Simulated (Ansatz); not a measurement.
# Frozen normal mode in Cs$_{2}$LiScF$_{6}$

The calculation used DFT PBEsol, scalar-relativistic, plane waves, PAW in Ansatz. The runs took a 420 eV cutoff, a Γ-centred 6×6×6 mesh and Gaussian smearing (0.05 eV). No spin polarisation. Energies are free energies at this smearing, counted from the undisturbed cell; pressure is positive in compression.

Zero of the scan (relaxed at this level; it needn't be the usual structure):

```
Cs Li Sc F
1.0
     0.00000    4.29640    4.29640
     4.29640    0.00000    4.29640
     4.29640    4.29640    0.00000
Cs Li Sc F
2 1 1 6
Cartesian
  6.4446 6.4446 6.4446
  2.1482 2.1482 2.1482
  4.2964 4.2964 4.2964
  0.0000 0.0000 0.0000
  2.0349 4.2964 4.2964
  4.2964 4.2964 2.0349
  6.5578 4.2964 4.2964
  4.2964 2.0349 4.2964
  4.2964 6.5578 4.2964
  4.2964 4.2964 6.5578
```

A zone-centre mode of this cell is frozen in: each atom moves by x times its row below, so x is the largest displacement.
```
atom ux uy uz
 Cs1  0.000   0.007  0.000
 Cs2  0.000   0.007  0.000
 Li3  0.000   0.924  0.000
 Sc4  0.000   0.904  0.000
  F5  0.000  -1.000  0.000
  F6  0.000  -1.000  0.000
  F7  0.000  -1.000  0.000
  F8  0.000   0.709  0.000
  F9  0.000   0.709  0.000
 F10  0.000  -1.000  0.000
```

| x (Å) | ΔE (meV/cell) | force along the mode (eV/Å) | pressure (GPa) |
| --- | --- | --- | --- |
| -0.1200 | 221.8 | 3.75 | -0.2 |
| -0.0600 | 54.8 | 1.83 | -0.1 |
| 0.0000 | 0.0 | 0.00 | 0.0 |
| 0.0150 | 3.4 | -0.45 | 0.0 |
| 0.0300 | 13.7 | -0.91 | 0.0 |
| 0.0450 | 30.8 | -1.37 | 0.0 |
| 0.0750 | 85.8 | -2.30 | -0.1 |
| 0.0900 | 123.9 | -2.78 | -0.1 |
| 0.1050 | 169.2 | -3.26 | -0.2 |

By symmetry 0.1200 repeats -0.1200, -0.0900 repeats 0.0900, 0.0600 repeats -0.0600, -0.0300 repeats 0.0300 in energy, with the opposite slope along the path.